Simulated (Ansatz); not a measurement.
Here is the system:

Os:
Space group P6₃/mmc (No. 194); a = 2.729 Å, b = 2.729 Å, c = 4.310 Å, α = 90.00°, β = 90.00°, γ = 120.00°

| atom | site | symmetry | x | y | z |
|---|---|---|---|---|---|
| Os | 2c | -6m2 | 0.3333 | 0.6667 | 0.2500 |

This is the PBEsol-relaxed structure.

Task: All from plane-wave PAW PBEsol (Ansatz code), unless another level is named. Predict the Debye temperature from the elastic constants.

Result: 484 K.

Task: And the highest zone-centre frequency?

Result: 221 cm⁻¹.

Space group P6_3/mmc (hcp (Mg type)). The cell was relaxed with PBEsol under the symmetry of its start; of distortions, only those at the zone centre were tested. The run is not spin-polarised. As this level gives no gap, shear constants depend on the k-mesh and smearing (Fermi–Dirac, 0.1 eV here). As this level gives no gap, phonon frequencies hold no LO–TO term and depend on the k-mesh and smearing (Fermi–Dirac, 0.1 eV here). Axis ratios of metals converge slowly with the k-mesh, so a and c are less sure than the volume. Scalar-relativistic: spin–orbit coupling is off unless named, which matters more the heavier the elements.

Potentials: the earlier of the program's two PAW sets.
